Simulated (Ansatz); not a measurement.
Data:

Na (bcc (W type), Im-3m), a = b = c = 4.0531 Å, α = β = γ = 90.00°; the cell used has 1 atom.

This is the LDA-relaxed structure.

**Question.** All from plane-wave PAW LDA (Ansatz code), unless another level is named. Estimate the Hill bulk and shear moduli.

**Answer.** 9.1 and 3.1 GPa.

**Question.** Next, the elastic constants (relaxed ions, GPa)?

**Answer.** C11 = 10.2, C12 = 8.6, C44 = 7.0.

Symmetry was held in the LDA relaxation. As this level gives no gap, shear constants depend on the k-mesh and smearing (Fermi–Dirac, 0.1 eV here).

Potentials: the earlier of the program's two PAW sets.
